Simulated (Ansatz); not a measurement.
AlN (wurtzite)

```
AlN
1.0
    3.10673     0.00000     0.00000
   -1.55337     2.69051     0.00000
    0.00000     0.00000     4.97852
Al N
2 2
Direct
  0.66667   0.33333   0.00341
  0.33333   0.66667   0.50341
  0.66667   0.33333   0.62179
  0.33333   0.66667   0.12179
```

E(V) scan at fixed shape, V₀ the volume above. The atoms relax within the cell's symmetry.

Level of theory: r2SCAN (plane waves to 500 eV, PAW, scalar-relativistic; Ansatz, a first-principles code). k mesh 13×13×7 (Γ-centred), Fermi-Dirac smearing 0.05 eV. The energy includes the smearing's −TS. Stress and pressure are positive under compression. AlN was relaxed with its symmetry unable to fall. The zero of ΔE is the relaxed starting cell.

Problem. Predict the ΔE (eV/atom) and P (GPa) at V/V₀ = 0.900, 0.950, 0.975, 1.025, 1.050, 1.100.

Solution. 
```csv
V/V₀,ΔE (eV/atom),P (GPa)
0.900,0.0810,27.2
0.950,0.0186,11.9
0.975,0.0045,5.6
1.025,0.0041,-5.0
1.050,0.0158,-9.4
1.100,0.0586,-16.7
```

(Under strain, the slope of the energy per volume gives the stress and its curvature an elastic modulus.)
